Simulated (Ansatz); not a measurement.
CoSi2 (fluorite type, space group Fm-3m)

```yaml
crystal:
  lattice:
    - [0.00000, 2.67983, 2.67983]
    - [2.67983, 0.00000, 2.67983]
    - [2.67983, 2.67983, 0.00000]
  atoms:
    - { symbol: Co, position: [0.00000, 0.00000, 0.00000] }
    - { symbol: Si, position: [0.25000, 0.25000, 0.25000] }
    - { symbol: Si, position: [0.75000, 0.75000, 0.75000] }
```

The slice is a {111} plane (indices of the conventional cell) through the point (0.000, 0.000, 0.000) (fractional), spanned by u = [100] and v = [-1 2 0] in vectors of this cell: u (3.79 Å) and v (6.56 Å, at 90° to u). It covers one period; positions are fractions (u, v).

Calculation: PBE (plane waves to 420 eV, PAW, scalar-relativistic; Ansatz, a program for electronic structure). k mesh 15×15×15. Near the nuclei the fields are pseudised (PAW); where an atom keeps semicore shells as valence, they peak there. CoSi2 is run without spin polarisation. CoSi2 was relaxed with its symmetry unable to fall.

### Question
Predict the map of the valence electron density on the slice.

### Answer
```
|@@%%**--..                  ..--**%%|
|##**==::..                  ..::==**|
|====--..                      ..--==|
|::....                          ....|
|                                    |
|                                    |
|                                    |
|                                    |
|                                    |
|                                    |
|                                    |
|              ....::....            |
|            ..--======--..          |
|          ..::==**##**==::..        |
|          ..--**%%@@%%**--..        |
|          ::==**@@@@@@**==::        |
|          ..--**%%@@%%**--..        |
|          ..::==**##**==::..        |
|            ..--======--..          |
|              ....::....            |
|                                    |
|                                    |
|                                    |
|                                    |
|                                    |
|                                    |
|                                    |
|::....                          ....|
|====--..                      ..--==|
|##**==::..                  ..::==**|
|@@%%**--..                  ..--**%%|
|@@@@**==::                  ::==**@@|
```
Scale: ten equal steps from -0.50 (start of ' ') to 1.76 (end of '@'), in the order ' .:-=+*#%@'. Values: log₁₀ of the valence density in e/Å³. The map has 18 points along u (two characters each, u = 0 at the left) and 32 along v (v = 0 in the bottom row). The scale is logarithmic, as a density can span decades between atoms and voids.
